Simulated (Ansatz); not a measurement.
An Ansatz (a first-principles code) run. Input:

Ansatz 0.2 input:
```yaml
crystal:
  lattice:
    - [1.6729563667, -0.052847873, 4.9416493342]
    - [2.2445432826, 4.3971130296, 0.0]
    - [-4.9344930105, 0.0, 0.0]
  atoms:
    - { symbol: Li, position: [0.986902231, 0.8071370626, 0.1398177367] }
    - { symbol: Li, position: [0.013097769, 0.1928629374, 0.8601822633] }
    - { symbol: Li, position: [0.0, 0.5, 0.5] }
    - { symbol: Li, position: [0.5, 0.5, 0.0] }
    - { symbol: Mo, position: [0.4966154689, 0.8613021549, 0.6419913033] }
    - { symbol: Mo, position: [0.5033845311, 0.1386978451, 0.3580086967] }
    - { symbol: O, position: [0.7268562862, 0.1428702345, 0.0628845021] }
    - { symbol: O, position: [0.2731437138, 0.8571297655, 0.9371154979] }
    - { symbol: O, position: [0.7233031465, 0.4932243655, 0.7230355183] }
    - { symbol: O, position: [0.2766968535, 0.5067756345, 0.2769644817] }
    - { symbol: O, position: [0.2330947795, 0.1762314209, 0.5872896638] }
    - { symbol: O, position: [0.7669052205, 0.8237685791, 0.4127103362] }
kpoints:
  mp_grid: { grid: [6, 6, 7] }
hamiltonian:
  xc: r2scan
  pseudopotentials: { kind: paw }
scf:
  occupations: { method: fixed }
checkpoint: { read: static.run }
output: { bader: true, populations: true }
```

Output (shortened):

```
Pseudopotentials: kind: paw
Pseudopotential: Li, paw, valence charge 3
Pseudopotential: Mo, paw, valence charge 14
Pseudopotential: O, paw, valence charge 6
Functional definition: r2SCAN
Crystal: 12 atoms, lattice volume = 107.222 Å³
Basis set: ecut = 500 eV, 2717 PW (Γ), exchange–correlation on 160×160×144 points (64 copies of the dense FFT grid, shifted against one another)
Bands: 50, of which v1, the nominal top of the filled ones, is band 38 counted from 1 (37 counted from 0)
Symmetry: 2 space group operations
Space group: P-1 (ITA 2), of the structure as read, at distance tolerance 4.8e-5 Å
k-points: 128 of 252
PAW frozen core: Mo, regenerated for the run's functional
PAW frozen core: O, regenerated for the run's functional
Initial density: read from a saved state, or passed on in memory by an earlier SCF of this step, an earlier step, the calling program or the single point that …
Stability of the state it starts from, as read at its close in the unpolarized treatment …
Initial wavefunctions: pseudopotential atomic-orbital guess
Eigensolver: davidson
Functional: x = r2scan, c = r2scan; τ floored in thin density (d = 2e-4 eV/Å³)
iter 1 solved again at ethr=1.15e-7 eV; its pass at ethr=3.10e-3 eV (dr2=8.75e-5 eV) is discarded
SCF iter   1: F=—  HF=-14177.843495 eV  |F-HF|=—  |Δ(HF+E_count)|=         —  Δρ=7.57e-7  dr2=2.85e-10  dr2_τ=9.25e-11  ethr=1.15e-7  ⟨swp⟩=3.0  Hψ=35914  notcnv=0  defer=1280
all-band conjugate gradients solve this SCF's bands
preconditioner: auto → Resta (q_TF=auto, 2.576 Å⁻¹)
SCF iter   2: F=-14177.843495 eV  HF=-14177.843495 eV  |F-HF|=4.37e-11  |Δ(HF+E_count)|=   6.24e-8  Δρ=4.17e-7  dr2=9.79e-11  dr2_τ=8.31e-11  ethr=1.00e-12  ⟨swp⟩=11.8  Hψ=30434  notcnv=0
SCF 1 converged in 2 iterations: F = -14177.843495 eV  dr2 = 9.79e-11
SCF converged after 2 iterations
Free energy (F): -14177.843495 eV
Harris-Foulkes:  -14177.843495 eV  (|F-HF|=4.37e-11)
Internal energy: -14177.843495 eV  (E = F + TS)
E sigma→0 (E₀):  -14177.843495 eV
Fermi energy:    10.968694 eV
--- Per-component energies (eV) ---
  E_band       = -693.616527
  E_kinetic    = 2034.679898
  E_local      = -4887.518843  (includes V_loc(G=0)·N_el)
  E_nonlocal   = 433.716284
  E_hartree    = 1716.336425
  E_xc         = -844.498915
  E_vxc        = -1213.148965  (∫ρ·V_xc dr)
  E_paw        = -7480.329145  (= ΣΔE_a)
  E_vpaw       = -572.419888  (= ΣTr[D̂ρ^β])
  E_aug_tail   = 0.005782  (compensation charges beyond the density's cutoff)
  E_vtau       = 78.396630  (kinetic-family band-sum trace: ∫τ·v_τ [+ j·A + Jᵃ·Aᵃ] dr)
  E_ewald      = -5149.600927
  E_core_change = -0.634053  (= ΣΔE_core)
  E_smearing   =  0.000000  (= −TS)
  E_closure    =  0.000000  (closes the sum)
  Σ components = -14177.843495   (vs F -14177.843495, Δ=0.00e0)
  [band-id]    e_kinetic+e_local+e_nonlocal+2·e_hartree+e_vxc+e_vpaw+e_augmentation_tail+e_vtau = -693.616252   (vs E_band -693.616527, Δ=2.75e-4)
--- Band table (eV; the first three rows and the last of 128) ---
  k-point 0: bands = ["-53.6659", "-53.3772", "-35.8443", "-35.8197", "-35.6725", "-35.6384", "-27.5575", "-27.2136", "-27.0692", "-27.0610", "-26.8671", "-25.8717", "-10.2332", "-9.4081", "-9.1305", "-9.0490", "-8.8234", "-8.6810", "3.2214", "3.6619", "3.7274", "4.0553", "4.2790", "4.8067", "4.8310", "5.1166", "5.5010", "5.5161", "5.7438", "6.1433", "6.5627", "7.1429", "7.4681", "7.5458", "7.5896", "7.9484", "9.1721", "10.6721", "11.4678", "11.8326", "12.7593", "13.6306", "14.9172", "14.9175", "15.5366", "15.7319", "16.3050", "18.4995", "20.2286", "20.7155"]
  k-point 1: bands = ["-53.6636", "-53.3795", "-35.8436", "-35.8203", "-35.6726", "-35.6386", "-27.5524", "-27.2107", "-27.1120", "-27.0130", "-26.8724", "-25.8802", "-10.1703", "-9.4218", "-9.1965", "-9.0634", "-8.8013", "-8.6797", "3.2909", "3.5772", "3.6250", "4.1390", "4.4116", "4.5167", "5.0272", "5.1622", "5.3651", "5.6499", "5.9844", "6.1287", "6.6655", "7.0578", "7.3433", "7.3477", "7.6418", "7.8591", "9.1169", "10.6391", "11.4709", "11.9121", "12.7784", "13.6539", "14.7788", "14.9275", "15.4389", "15.7198", "16.5912", "18.8789", "20.1036", "20.4794"]
  k-point 2: bands = ["-53.6585", "-53.3849", "-35.8418", "-35.8216", "-35.6728", "-35.6392", "-27.5398", "-27.2083", "-27.1433", "-26.9661", "-26.8845", "-25.9000", "-10.0064", "-9.4654", "-9.3132", "-9.0470", "-8.8817", "-8.6383", "3.4371", "3.4556", "3.6297", "4.0730", "4.4520", "4.6487", "4.8511", "5.2855", "5.5137", "5.5834", "6.1181", "6.4684", "6.8059", "6.8845", "6.9528", "7.2012", "7.6227", "7.6703", "9.0532", "10.5557", "11.4500", "12.0674", "12.8260", "13.7056", "14.5837", "14.8586", "15.3005", "15.7204", "17.3066", "19.5928", "19.8040", "20.4604"]
  k-point 127: bands = ["-53.6438", "-53.4002", "-35.8349", "-35.8275", "-35.6739", "-35.6390", "-27.4758", "-27.2978", "-27.1367", "-26.9348", "-26.8358", "-25.9671", "-9.6431", "-9.5020", "-9.4343", "-9.2081", "-8.8405", "-8.7428", "3.0031", "3.3581", "3.7372", "4.3350", "4.6851", "4.8778", "5.0167", "5.2333", "5.5099", "5.5302", "6.2739", "6.3831", "6.6313", "6.8809", "7.0769", "7.1580", "7.4782", "7.5917", "8.8037", "10.8726", "11.2984", "12.0133", "12.5780", "13.8876", "14.6731", "14.7690", "14.9952", "16.1972", "18.0955", "18.8745", "19.5798", "20.3918"]
  band table: 50 of 50 bands, residual norms ≤ 1.0e-3 eV
--- Löwdin populations: 12 sites ---
  site symbol       q [e]
     0     Li      2.2519
     1     Li      2.2519
     2     Li      2.2541
     3     Li      2.2621
     4     Mo     12.7006
     5     Mo     12.7006
     6      O      6.8610
     7      O      6.8610
     8      O      6.8882
     9      O      6.8882
    10      O      6.8086
    11      O      6.8086
  spilling = 0.006093 (of n_electrons = 76.000000)
--- Bader charges: 12 sites ---
  site symbol  charge [e]  shift [e]
     0     Li      0.9032     0.0007
     1     Li      0.9032     0.0007
     2     Li      0.9040     0.0008
     3     Li      0.8932     0.0009
     4     Mo      2.1149     0.0022
     5     Mo      2.1150     0.0022
     6      O     -1.3145     0.0011
     7      O     -1.3145     0.0011
     8      O     -1.3395     0.0010
     9      O     -1.3395     0.0010
    10      O     -1.2628     0.0017
    11      O     -1.2627     0.0017
  shift: an alarm, by how much a part of what the PAW files miss would move the charge. Where it is large, compare
  with a run on PAW files of another source; a small one proves nothing
  estimated error of the sums over rays = 4.7e-4 e
```

Cost: very roughly 2.4 core-minutes on shared cores.

The first step of the workflow began from a Materials Project structure, measured or hypothetical; the Crystallography Open Database copy checked does not list it. Entries of such low symmetry are often ordered models of mixed-site phases. Its standing as an ambient phase is unchecked. The cell was relaxed with r²SCAN under the symmetry of its start; whether a distortion lowers the energy is not shown. No spin polarisation was allowed. No Hubbard U is applied. Spin–orbit coupling is left out wherever it is not named.

Potentials: the later of the program's two PAW sets.

Ansatz is a plane-wave DFT program.
